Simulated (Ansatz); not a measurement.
Single point in Ansatz 0.2.0 with r2SCAN, no spin polarisation. Cutoff 500 eV, PAW datasets, 7×7×3 Γ-centred k mesh, fermi-dirac filling (width 0.1 eV).

Computed maps in the lattice plane spanned by b (left to right, 4.97 Å, 15 points from zero) and c (bottom to top, 11.71 Å, 26 points from zero), 90° apart, at height 0.000 along a. The fields are smooth PAW ones with compensation charges, not the true ones near nuclei.

Valence density. Digits on a logarithmic scale: 0 up to 0.03 e/Å³, each further digit a factor of 1.6, 9 from 1.3 e/Å³ up:
```
999755677655799
876567999976567
554569999996545
333468999986433
222346788764322
112234566543221
111234566543211
122346899864322
333468999986433
554568999986545
876557999975567
999755666655799
999754344345799
999643222234699
876532222223567
544322222222344
332223555532223
111246899864211
111368999986311
111368999986311
222357999975322
332235777753223
544333344333344
876533222233567
999643333334699
999754444445799
```

ELF. Ten even steps from '0' (0.00) to '9' (0.85):
```
014333444433341
443334311343334
443344100144334
333444200244433
223444444444432
112233333333221
112233333333221
222344444444322
333334200243333
444334100143344
444333433433344
014333344333341
003432222223430
014442111124441
444432111123444
444321011012344
332101355310123
211027999972011
110169833896101
110179600697101
210049988994001
332114899841123
444310122101344
444432111123444
014432222223441
003433333333430
```

Task: The cell is LaTl2Pb2. Which atoms lie within 0.2 Å of this plane, and where (fractions of b and c)?

Result: Pb at (0.50, 0.88), Tl at (0.50, 0.63), La at (0.50, 0.24), Pb at (0.00, 0.50), Tl at (0.00, 0.00). The whole cell:
```xyz
10
Lattice="4.9727 0.0000 0.0000 0.0000 4.9727 0.0000 0.0000 0.0000 11.7067" Properties=species:S:1:pos:R:3 pbc="T T T"
Pb    0.0000    2.4864   10.2843
Pb    2.4864    0.0000    1.4224
Tl    0.0000    2.4864    7.3787
Tl    2.4864    0.0000    4.3280
La    0.0000    2.4864    2.7979
La    2.4864    0.0000    8.9088
Pb    0.0000    0.0000    5.8533
Pb    2.4864    2.4864    5.8533
Tl    0.0000    0.0000    0.0000
Tl    2.4864    2.4864    0.0000
```

Origin: a known structure type with other elements, at an estimated volume, so it need not be a known compound. Caveats: atoms or cell far from equilibrium; f levels without a U or exact exchange are poorly placed.
